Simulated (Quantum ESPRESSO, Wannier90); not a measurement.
Ag (bcc (W type), model phase), plane waves to Wannier functions

```xyz
1
Lattice="-1.6557 1.6557 1.6557 1.6557 -1.6557 1.6557 1.6557 1.6557 -1.6557" Properties=species:S:1:pos:R:3 pbc="T T T"
Ag     0.0000     0.0000     0.0000
```

Cell from Materials Project (mp-2646971), symmetrised, no further relaxation. This isn't the element's usual structure (fcc); take it as a model of another phase. Method: PBEsol plane waves in Quantum ESPRESSO 7.5 (PseudoDojo norm-conserving files, 66 Ry, spinors with spin-orbit coupling), Bloch states on a 10×10×10 mesh through Γ, Wannier90 4.0.1. Density: 18×18×18 mesh, cold smearing 0.01 Ry.

Valence charges of the files: Ag 19. 42 bands were computed.

Isolated groups of bands, relative to the Fermi level (bands from 9 on overlap up to the last one computed):

| bands | from (eV) | to (eV) | filling | weight on atomic waves |
|---|---|---|---|---|
| 1–2 | -91.69 | -91.66 | filled | Ag 4s 99 % |
| 3–4 | -58.77 | -58.69 | filled | Ag 4p 100 % |
| 5–8 | -53.66 | -53.55 | filled | Ag 4p 100 % |

Wanted is a model with the orbitals Ag s p d, without the filled groups that are mainly made of other shells (semicore states, and anion s where it isn't named); all higher bands stay in for disentanglement.

Task: Give num_wann, exclude_bands and num_bands, and the number of electrons that the model holds.

Result: Electrons: 1×19 = 19, or 19.0 bands' worth; no gap over 0.05 eV opens at the Fermi level at this level of theory.
num_wann = 2 × (1×9) = 18.
exclude_bands = 1-8, 8 bands, so num_bands = 42 − 8 = 34.
The model holds 19 − 1×8 = 11 electrons. With the window frozen to 1.50 eV it follows pw.x to 5.6 meV rms (states up to 1.0 eV relative to the Fermi level).
